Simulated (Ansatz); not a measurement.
## ZrGa₃: frozen-core PAW against all-electron methods

```
Zr Ga
1.0
    -1.98550    1.98550    4.36450
     1.98550   -1.98550    4.36450
     1.98550    1.98550   -4.36450
Zr Ga
1 3
Cartesian
  0.0000 0.0000 0.0000
  0.0000 0.0000 4.3645
  0.0000 1.9855 2.1822
  1.9855 0.0000 2.1822
```

Atoms are numbered in the order listed.

Conventional cell: a = 3.971 Å, b = 3.971 Å, c = 8.729 Å, α = 90.00°, β = 90.00°, γ = 90.00°. Zr (atom 1) has 12 Ga at 2.81 to 2.95 Å as nearest neighbours. Around Ga (atom 2) lie 4 Zr at 2.81 Å and 8 Ga at 2.95 Å. Around Ga (atom 3) lie 8 Ga at 2.81 to 2.95 Å and 4 Zr at 2.95 Å.

The geometry is COD entry 1523054, unchecked; take it as a test cell. It is an old determination, and later ones may differ.

Spin polarisation is left out, and whether a magnetic state lies lower isn't shown here.

All numbers are computed: DFT, LDA, PAW with Ansatz's default frozen-core files, scalar-relativistic (Ansatz 0.2.0); DFT, LDA, all-electron PAW with datasets made for the crystal, scalar-relativistic (Ansatz 0.2.0); DFT, LDA, all-electron LAPW, scalar-relativistic (Ansatz 0.2.0).

For PAW: a Γ-centred 12×12×12 k mesh, Fermi–Dirac smearing of 0.03 eV, cutoff 420 eV, no spin polarisation; the PAW files were made with PBE, and the program remakes their frozen cores for this functional. The crystal-made all-electron datasets (AE datasets) take a cutoff of 240 eV at this cell. LAPW targets a basis error of 1 meV/atom. The Ansatz runs share mesh, smearing and spin set-up. Plane-wave (PAW) pressures include the program's estimate of the Pulay term.

Stress and pressure are positive in compression.

No spin–orbit coupling: at heavy atoms the gradients can be off by tens of per cent for that reason.

In a metal, gradients converge slowly with the k mesh: the values move by tens of per cent from one mesh to another, at times in sign, so only the comparison on one mesh counts.

Levels count from the Fermi level.

```
                                               quantity     PAW  AE datasets    LAPW
                                         pressure (GPa)   -5.38        -5.34   -5.34
                                        stress xx (GPa)   -8.55        -8.51   -8.51
                                        stress zz (GPa)       ?         1.01    1.01
                         highest filled level at Γ (eV)  -0.673       -0.678  -0.678
                           lowest empty level at Γ (eV)   1.662        1.663   1.663
                         highest filled level at N (eV)  -0.218       -0.218  -0.218
                           lowest empty level at N (eV)   0.604        0.604   0.604
                         highest filled level at X (eV)  -1.208       -1.208  -1.208
                           lowest empty level at X (eV)   2.680        2.679   2.679
largest principal field gradient Vzz at Zr1 (10²¹ V/m²)       ?        -4.80       –
largest principal field gradient Vzz at Ga2 (10²¹ V/m²)    9.92         9.87       –
largest principal field gradient Vzz at Ga3 (10²¹ V/m²)   -4.82        -4.85       –
```

(1) Fill in "PAW" for the row "stress zz (GPa)".

(2) What belongs in the row "largest principal field gradient Vzz at Zr1 (10²¹ V/m²)", column "PAW"?

Results:

(1) 0.97.

(2) -4.74.
